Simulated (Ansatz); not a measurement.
# Si (I4/mmm), comparing deformations

Computed with DFT LDA, scalar-relativistic, plane waves, PAW (Ansatz). Cutoff 420 eV, Γ-centred 10×10×10 k-points, Gaussian smearing of 0.03 eV. No spin polarisation. Energies are free energies at this smearing, counted from the undisturbed cell; pressure is positive in compression.

Zero of the scan (relaxed at this level; this form isn't the usual structure):

```
Si
1.0
    -3.30127    3.30127    1.90836
     3.30127   -3.30127    1.90836
     3.30127    3.30127   -1.90836
Si
4
Cartesian
  1.1808 1.1808 0.0000
  2.1205 2.1205 1.9084
  2.1205 -2.1205 1.9084
  -2.1205 2.1205 1.9084
```

The cell is strained by ε times a Voigt pattern (xx, yy, zz, yz, xz, xy; engineering shear) with fractional coordinates fixed. τ = (1/V0) dE/dε comes from the stress tensor. Of each scan, only the three points used here are listed.

| pattern | ε | τ (GPa) |
| --- | --- | --- |
| (1, 1, 0, 0, 0, 0) | -0.0150 | -7.52 |
| (1, 1, 0, 0, 0, 0) | 0.0000 | -0.08 |
| (1, 1, 0, 0, 0, 0) | 0.0150 | 6.48 |
| (0, 0, 1, 0, 0, 0) | -0.0250 | -5.92 |
| (0, 0, 1, 0, 0, 0) | 0.0000 | 0.03 |
| (0, 0, 1, 0, 0, 0) | 0.0250 | 5.01 |
| (1, -1, 0, 0, 0, 0) | -0.0050 | -1.92 |
| (1, -1, 0, 0, 0, 0) | 0.0000 | 0.00 |
| (1, -1, 0, 0, 0, 0) | 0.0050 | 1.92 |

Q: Which constants do the scans give, and which deformation costs least for the same size of strain tensor?

A: The slope dτ/dε at zero (parabola through three points) is pᵀCp: (1, 1, 0, 0, 0, 0) gives C11 + C22 + 2 C12 = 466 GPa; (0, 0, 1, 0, 0, 0) gives C33 = 219 GPa; (1, -1, 0, 0, 0, 0) gives C11 + C22 − 2 C12 = 385 GPa. The size of the strain tensor, ε:ε, is ε² times 2.0, 1.0, 2.0. Per unit of it the stiffnesses are 233, 219, 192 GPa, so (1, -1, 0, 0, 0, 0) is the softest of these: at ε:ε = (1 %)² the quadratic term costs 1.25 meV/atom against 1.51 for the stiffest. These are clamped-ion values.

Forces appear on the atoms along this scan, and letting them relax would lower the energy and soften the response. The gap closes along the scan, which can put kinks into the curve.